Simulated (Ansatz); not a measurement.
MoIr:
```xyz
2
Lattice="2.7357 0.0000 0.0000 0.0000 2.7357 0.0000 0.0000 0.0000 3.8833" Properties=species:S:1:pos:R:3 pbc="T T T"
Ir     0.0000     0.0000     0.0000
Mo     1.3678     1.3678     1.9417
```

Relaxed with the program Ansatz at the PBEsol level (PAW). Indices refer to the conventional cell of P4/mmm, a = b = 2.736 Å, c = 3.883 Å, α = β = γ = 90.00°.

Question: Simulate the powder diffraction pattern (neutron, λ = 1.5401 Å; lines above 1 %) up to 2θ = 90°.

Answer: Simulated powder pattern, neutron, λ = 1.5401 Å (kinematic, ideal powder, no thermal factors, coherent scattering alone; the 30 strongest lines at most, above 1 %, up to 2θ = 90°):

```csv
2θ (°),d (Å),I/Imax (%),hkl
22.87,3.883,3.6,(001)
32.70,2.736,3.7,(100)
40.28,2.236,100,(101)
46.73,1.942,19,(002)
46.92,1.934,38,(110)
52.81,1.731,3.2,(111)
58.20,1.583,2.7,(102)
68.38,1.370,43,(112)
68.52,1.368,21,(200)
73.29,1.290,2.0,(201)
78.02,1.223,1.8,(210)
82.31,1.170,34,(103)
82.59,1.167,68,(211)
87.05,1.118,32,(202)
```

The start of the workflow was typed in or built on a structure type; neither database checked (COD, Materials Project) lists it. COD files the formula under space group No. 51. Its standing as an ambient phase is unchecked. The cell was relaxed with PBEsol under the symmetry of its start; its stability against distortions is not shown here. No spin polarisation was allowed. Axis ratios of metals converge slowly with the k-mesh, so a and c are less sure than the volume. Scalar-relativistic: spin–orbit coupling is off unless named, which matters more the heavier the elements.

Potentials: the earlier of the program's two PAW sets. The files were generated under PBE; for other functionals the program regenerates the frozen cores, and for LDA and PBEsol the local potential too.
